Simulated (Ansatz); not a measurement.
One stationary structure of MgS. Space group Fm-3m (No. 225), rock salt type. Computed with r2SCAN (plane waves to 500 eV, PAW, scalar-relativistic; Ansatz, a first-principles code).

```cif
data_MgS
_chemical_formula_sum 'Mg1 S1'
_space_group_name_H-M_alt 'P 1'
_space_group_IT_number 1
_cell_length_a 3.67914
_cell_length_b 3.67914
_cell_length_c 3.67914
_cell_angle_alpha 60.000
_cell_angle_beta 60.000
_cell_angle_gamma 60.000
loop_
_space_group_symop_operation_xyz
  'x, y, z'
loop_
_atom_site_label
_atom_site_type_symbol
_atom_site_fract_x
_atom_site_fract_y
_atom_site_fract_z
_atom_site_occupancy
Mg1 Mg 0.50000 0.50000 0.50000 1
S1 S 0.00000 0.00000 0.00000 1
```

Problem. Estimate the band gap that r2SCAN returns for this input.

Solution. 3.46 eV, indirect (valence top at Γ, conduction bottom at X) (no spin-orbit coupling).

Problem. What smallest direct gap does r2SCAN give?

Solution. 4.64 eV at Γ.

No spin polarisation in the result.

Measured for MgS: a 5.188 Å (static lattice; corrected from measurement; as listed in Tamar Goldzak et al., The Journal of Chemical Physics (2022)). Computed minus measured — a: r2SCAN +0.3 %. The computed values are for a static lattice.

The run could not lose the symmetry of its start.
